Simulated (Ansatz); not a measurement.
Structure types of Sc at a series of pressures

All-electron LAPW in Ansatz 0.2.0 under LDA, scalar-relativistic, energies extrapolated to zero smearing, no spin–orbit coupling; spin polarisation is left out. At each pressure a set of structure types was relaxed with symmetry kept. The table gives H = E + pV above the lowest type of that row in meV/atom (up to 5 of noise); a dash means not tried or turned into another type. Real phases may be missing from the set. k spacings are near 0.17 to 0.21 Å⁻¹, smearing 0.05 to 0.1 eV.

Q: Among hcp, fcc, omega, beta tin, bcc, sc, which leads at 32, 61, 160 GPa?

A: fcc or omega at 32 GPa; omega at 61 GPa; beta tin at 160 GPa.

| p (GPa) | V of the lowest (Å³/atom) | hcp | fcc | omega | beta tin | bcc | sc |
| --- | --- | --- | --- | --- | --- | --- | --- |
| 32 | 16.08 | 6 | 0 | 4 | 226 | 128 | 605 |
| 61 | 13.50 | 49 | 13 | 0 | 104 | 157 | – |
| 160 | 9.52 | 180 | 106 | 55 | 0 | 265 | – |
